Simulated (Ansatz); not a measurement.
Zn$_{3}$P$_{2}$O$_{8}$ in space group C2/c (No. 15; Pearson symbol mS52), the program Ansatz at the PBE level (PAW), all energies at zero smearing, with the estimated change up to a 700 eV cutoff added, with one set of potentials and settings (totals compare only within such a set). Cell of 26 atoms (6 Zn, 4 P, 16 O): -32026.635 eV.

| element | reference phase | E (eV/atom) |
|---|---|---|
| Zn | C2/m, 3 atoms in the cell | -3319.0295 |
| P | Cmce, 4 atoms in the cell | -755.6743 |
| O | C2/m, 4 atoms in the cell, spin-polarised | -565.0000 |

Formation energy per atom, worked out: (-32026.635 − 6×(-3319.0295) − 4×(-755.6743) − 16×(-565.0000))/26 = -1.914 eV/atom (-185 kJ per mol of atoms), at 0 K, without zero-point energy or fitted corrections.

The first step of the workflow began from a Materials Project structure, measured or hypothetical; the Crystallography Open Database files this formula in space group No. 15, but the cells were not matched. Whether it is the stable phase at ambient conditions was not checked. The cell was relaxed with PBE under the symmetry of its start; whether a distortion lowers the energy is not shown. The references are the lowest solids computed at this level, not always the standard phases (solids in place of the gases).

Potentials: the later of the program's two PAW sets.
